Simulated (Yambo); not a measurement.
```xyz
10
Lattice="2.7835 1.6070 4.8354 -2.7835 1.6070 4.8354 0.0000 -3.2141 4.8354" Properties=species:S:1:pos:R:3 pbc="T T T"
O     -0.6050     1.7442     8.9424
O     -1.2081    -1.3960     8.9424
O      1.8130    -0.3482     8.9424
F      0.6430    -1.8634     6.3472
F      1.2923     1.4885     6.3472
F     -1.9353     0.3749     6.3472
Na     0.0000     0.0000     3.2787
Na     0.0000     0.0000     7.3970
Na     0.0000     0.0000    10.5551
Mo     0.0000     0.0000     0.0032
```

Na₃MoO₃F₃ (space group R3, No. 146): G0W0@PBEsol in Yambo (2×2×2 Γ-centred k mesh, bands 5 to 203 and a 7 Ry block in the screening, 203 bands in G with the Bruneval-Gonze terminator, plasmon pole fitted at 27.2 eV) on wavefunctions from Quantum ESPRESSO. With the symmetry operations that carry no fractional translation, the mesh has 4 irreducible k points, and the gap L → Z is 7.226 eV.

Question: What changes when point-group symmetry is switched off and time reversal alone is kept?

Answer: The mesh then has 8 irreducible points. The exact result doesn't change; the run gives 7.228 eV, and the difference is numerical residue, whose source wasn't traced. Rough time against the symmetric run: within a factor of two for the empty bands, within a factor of two for Yambo (3 states against 4).

Spin-orbit coupling is not included.

Geometry of the Materials Project entry, not relaxed at this level.
